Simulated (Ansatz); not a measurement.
Put Li2H in Cmmm (No. 65): Li on 4k; H on 2b.

All numbers below come from Ansatz 0.2.0, DFT PBE, scalar-relativistic, plane waves, PAW. Cutoff 420 eV, Γ-centred mesh, Gaussian smearing, no spin polarisation.

Formation energies are uncorrected and refer to the elements' standard structures at the same level (H₂ as a molecule).

Task: Predict the relaxed structure.

Result:

Space group Cmmm (No. 65). a = 2.732 Å, b = 5.462 Å, c = 5.323 Å, α = 90.00°, β = 90.00°, γ = 90.00°
```tsv
atom	site	symmetry	x	y	z
Li	4k	mm2	0.0000	0.0000	0.7619
H	2b	mmm	0.5000	0.0000	0.0000
```

Li is surrounded by 2 H at 1.86 Å, 1 Li at 2.53 Å and 3 Li at 2.73–2.79 Å; H has 4 Li at 1.86 Å. Another local minimum with the same sites may exist.

Task: And its energy and gap?

Result: The formation energy is −0.16 eV/atom. The gap on the 18×18×10 mesh of the 3-atom cell is 0 eV (a metal).

The last run used Gaussian smearing of 0.10 eV. The cell is a metal run without spin; a magnetic state may lie lower. With hydrogen, zero-point motion can shift formation energies by some tens of meV/atom. A structure relaxed within its symmetry needn't be a true minimum. Another cell of Li2H relaxed alike, in Cmc2_1, lies 44 meV/atom lower, so this cell isn't the stable form at this level.
